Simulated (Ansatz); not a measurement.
A relaxation computed with Ansatz, from input to last step.

```yaml
crystal:
  lattice:
    - [-2.2688363965, 2.2688363965, 5.6474975609]
    - [2.2688363965, -2.2688363965, 5.6474975609]
    - [2.2688363965, 2.2688363965, -5.6474975609]
  atoms:
    - { symbol: Ba, position: [0.0, 0.0, 0.0] }
    - { symbol: Ag, position: [0.75, 0.25, 0.5] }
    - { symbol: Ag, position: [0.25, 0.75, 0.5] }
    - { symbol: As, position: [0.384216093, 0.384216093, 0.0] }
    - { symbol: As, position: [0.615783907, 0.615783907, 0.0] }
basis:
  ecutwfc: 420
kpoints:
  mp_grid: { grid: [12, 12, 12] }
hamiltonian:
  xc: pbe
scf:
  occupations: { method: gaussian, width: 0.1 }
output:
  forces: true
  stress: true
  eigenvalues: true
relax:
  adjacent_minimum: "off"
  f_tol: 0.01
  max_steps: 30
  cell: { stress_tol: 0.1, fix: [volume] }
```

```bash
ansatz run input.yaml --threads 1 --pin off --max-ram 2560MiB --backend cpu --events-out ev --progress --plain --runs-dir out
```

These are results of DFT PBE, scalar-relativistic, plane waves, PAW in Ansatz 0.2.0, not measurements.

The volume is held at 0.97 times that of the relaxed cell.

Of 3 frames 3 are shown, positions in Å and forces in eV/Å; the SCF threshold varies from step to step. Steps run on the plane waves of an earlier cell, with a Pulay correction in the pressure. The basis is chosen afresh for the last frame, the zero of the energies, and at times for earlier ones too; energy and pressure step there, also at an unchanged geometry.

```xyz
5
Lattice="-2.2688 2.2688 5.6475 2.2688 -2.2688 5.6475 2.2688 2.2688 -5.6475" Properties=species:S:1:pos:R:3:forces:R:3 pbc="T T T" step=1 free_energy_over_end_meV_per_atom=0.02 pressure_GPa=1.87
Ba    0.0000    0.0000    0.0000    0.0000    0.0000    0.0000
Ag    0.0000    2.2688    2.8237    0.0000    0.0000    0.0000
Ag    2.2688    0.0000    2.8237    0.0000    0.0000    0.0000
As    0.0000    0.0000    4.3397    0.0000    0.0000    0.0153
As    0.0000    0.0000    6.9553    0.0000    0.0000   -0.0153
5
Lattice="-2.2677 2.2677 5.6531 2.2677 -2.2677 5.6531 2.2677 2.2677 -5.6531" Properties=species:S:1:pos:R:3:forces:R:3 pbc="T T T" step=2 free_energy_over_end_meV_per_atom=0.00 pressure_GPa=1.87
Ba    0.0000    0.0000    0.0000    0.0000    0.0000    0.0000
Ag    0.0000    2.2677    2.8266    0.0000    0.0000    0.0000
Ag    2.2677    0.0000    2.8266    0.0000    0.0000    0.0000
As    0.0000    0.0000    4.3463    0.0000    0.0000    0.0003
As    0.0000    0.0000    6.9600    0.0000    0.0000   -0.0003
5
Lattice="-2.2677 2.2677 5.6531 2.2677 -2.2677 5.6531 2.2677 2.2677 -5.6531" Properties=species:S:1:pos:R:3:forces:R:3 pbc="T T T" step=3 free_energy_over_end_meV_per_atom=0.00 pressure_GPa=1.87
Ba    0.0000    0.0000    0.0000    0.0000    0.0000    0.0000
Ag    0.0000    2.2677    2.8266    0.0000    0.0000    0.0000
Ag    2.2677    0.0000    2.8266    0.0000    0.0000    0.0000
As    0.0000    0.0000    4.3463    0.0000    0.0000    0.0003
As    0.0000    0.0000    6.9600    0.0000    0.0000   -0.0003
```

It took 2.6 min on 1 thread of Arm Neoverse V1, with other jobs on the host, peak memory 0.84 GiB.